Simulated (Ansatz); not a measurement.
Energy landscape near a BaNa₃P₂O₈ structure

The calculation used DFT PBEsol, scalar-relativistic, plane waves, PAW in Ansatz.

Plane waves to 420 eV, a k mesh through Γ of 9×9×6 on the computed 14-atom cell and Gaussian smearing (0.10 eV); no spin polarisation.

Reference cell:

```
Na Ba P O
1.0
     5.62274    0.00000    0.00000
    -2.81137    4.86944    0.00000
     0.00000    0.00000    7.13822
Na Ba P O
3 1 2 8
Direct
  0.33333 0.66667 0.66887
  0.66667 0.33333 0.33113
  0.00000 0.00000 0.50000
  0.00000 0.00000 0.00000
  0.33333 0.66667 0.22072
  0.66667 0.33333 0.77928
  0.33333 0.66667 0.00355
  0.66667 0.33333 0.99645
  0.18406 0.81594 0.29783
  0.81594 0.18406 0.70217
  0.18406 0.36811 0.29783
  0.81594 0.63189 0.70217
  0.63189 0.81594 0.29783
  0.36811 0.18406 0.70217
```

Each variant moves atoms of this cell by the vectors given, if any (Å), and then applies a symmetric strain (tensor components, Cartesian axes). The reference cell isn't relaxed at this level. Energies are per atom at zero smearing, counted from the reference cell. Pressure is positive in compression.

1. strain (xx yy zz yz xz xy, %) 3.20 3.20 1.70 0.00 0.00 0.00; moves: Na1 (0.000, 0.000, 0.366); Na2 (0.000, 0.000, -0.366); P5 (0.000, 0.000, -0.068); P6 (0.000, 0.000, 0.068); O7 (0.000, 0.000, -0.221); O8 (0.000, 0.000, 0.221); O9 (0.220, -0.127, -0.136); O10 (-0.220, 0.127, 0.136); O11 (0.000, 0.255, -0.136); O12 (0.000, -0.255, 0.136); O13 (-0.220, -0.127, -0.136); O14 (0.220, 0.127, 0.136)
2. strain (xx yy zz yz xz xy, %) -5.03 -5.03 0.97 0.00 0.00 0.00; moves: Na1 (0.000, 0.000, 0.075); Na2 (0.000, 0.000, -0.075); P5 (0.000, 0.000, -0.040); P6 (0.000, 0.000, 0.040); O7 (0.000, 0.000, 0.119); O8 (0.000, 0.000, -0.119); O9 (0.018, -0.010, -0.029); O10 (-0.018, 0.010, 0.029); O11 (0.000, 0.021, -0.029); O12 (0.000, -0.021, 0.029); O13 (-0.018, -0.010, -0.029); O14 (0.018, 0.010, 0.029)
3. strain (xx yy zz yz xz xy, %) 3.58 3.58 2.08 0.00 0.00 0.00; moves: Na1 (0.000, 0.000, -0.009); Na2 (0.000, 0.000, 0.009); P5 (0.000, 0.000, 0.036); P6 (0.000, 0.000, -0.036); O7 (0.000, 0.000, -0.045); O8 (0.000, 0.000, 0.045); O9 (-0.024, 0.014, -0.016); O10 (0.024, -0.014, 0.016); O11 (0.000, -0.027, -0.016); O12 (0.000, 0.027, 0.016); O13 (0.024, 0.014, -0.016); O14 (-0.024, -0.014, 0.016)
4. strain (xx yy zz yz xz xy, %) -5.10 -5.10 3.90 0.00 0.00 0.00; moves: Na1 (0.000, 0.000, -0.176); Na2 (0.000, 0.000, 0.176); P5 (0.000, 0.000, -0.105); P6 (0.000, 0.000, 0.105); O7 (0.000, 0.000, -0.043); O8 (0.000, 0.000, 0.043); O9 (-0.016, -0.055, 0.074); O10 (0.016, 0.055, -0.074); O11 (0.056, 0.013, 0.074); O12 (-0.056, -0.013, -0.074); O13 (-0.039, 0.042, 0.074); O14 (0.039, -0.042, -0.074)
5. strain (xx yy zz yz xz xy, %) -0.76 -0.76 2.24 0.00 0.00 0.00; moves: Na1 (0.000, 0.000, 0.027); Na2 (0.000, 0.000, -0.067); Na3 (0.000, 0.000, -0.049); Ba4 (0.000, 0.000, -0.024); P5 (0.000, 0.000, -0.001); P6 (0.000, 0.000, -0.022); O7 (0.000, 0.000, 0.006); O8 (0.000, 0.000, 0.038); O9 (-0.011, 0.007, 0.010); O10 (-0.008, 0.005, 0.020); O11 (0.000, -0.013, 0.010); O12 (0.000, -0.009, 0.020); O13 (0.011, 0.007, 0.010); O14 (0.008, 0.005, 0.020)
6. strain (xx yy zz yz xz xy, %) -1.96 -1.96 -7.96 0.00 0.00 0.00; moves: Na1 (0.000, 0.000, 0.068); Na2 (0.000, 0.000, -0.068); P5 (0.000, 0.000, 0.460); P6 (0.000, 0.000, -0.460); O7 (0.000, 0.000, -0.396); O8 (0.000, 0.000, 0.396); O9 (0.028, -0.016, -0.143); O10 (-0.028, 0.016, 0.143); O11 (0.000, 0.032, -0.143); O12 (0.000, -0.032, 0.143); O13 (-0.028, -0.016, -0.143); O14 (0.028, 0.016, 0.143)
7. strain (xx yy zz yz xz xy, %) 4.35 6.33 2.34 -0.14 0.00 0.00; moves: Na1 (0.000, 0.006, 0.056); Na2 (0.000, -0.006, -0.056); P5 (0.000, 0.009, 0.024); P6 (0.000, -0.009, -0.024); O7 (0.000, 0.001, -0.001); O8 (0.000, -0.001, 0.001); O9 (-0.008, 0.006, 0.012); O10 (0.008, -0.006, -0.012); O11 (0.000, 0.014, 0.042); O12 (0.000, -0.014, -0.042); O13 (0.008, 0.006, 0.012); O14 (-0.008, -0.006, -0.012)
8. strain (xx yy zz yz xz xy, %) -2.54 -2.54 -4.04 0.00 0.00 0.00; moves: Na1 (0.000, 0.000, 0.079); Na2 (0.000, 0.000, -0.079); P5 (0.000, 0.000, -0.027); P6 (0.000, 0.000, 0.027); O7 (0.000, 0.000, -0.154); O8 (0.000, 0.000, 0.154); O9 (-0.174, 0.100, 0.044); O10 (0.174, -0.100, -0.044); O11 (0.000, -0.201, 0.044); O12 (0.000, 0.201, -0.044); O13 (0.174, 0.100, 0.044); O14 (-0.174, -0.100, -0.044)

The reference cell has pressure -2.93 GPa, largest force 0.195 eV/Å and no gap (metal).

```csv
variant,ΔE (meV/atom),P (GPa),largest force (eV/Å),space group
1,915.0,33.32,19.80,P-3m1
2,146.2,20.23,9.11,P-3m1
3,97.9,-12.78,3.09,P-3m1
4,80.9,-1.00,2.92,P-3
5,16.8,-3.79,2.72,P3m1
6,876.7,29.71,8.37,P-3m1
7,112.8,-13.26,2.88,C2/m
8,290.7,-8.96,5.98,P-3m1
```

Spin-orbit coupling is left out, which matters for the bands of heavy elements. The cell has an odd number of electrons and was run without spin polarisation, which forces a half-filled band: energy, forces and stress belong to that artificial state. Some atoms are far too close here, so the PAW spheres overlap strongly and the numbers are rough.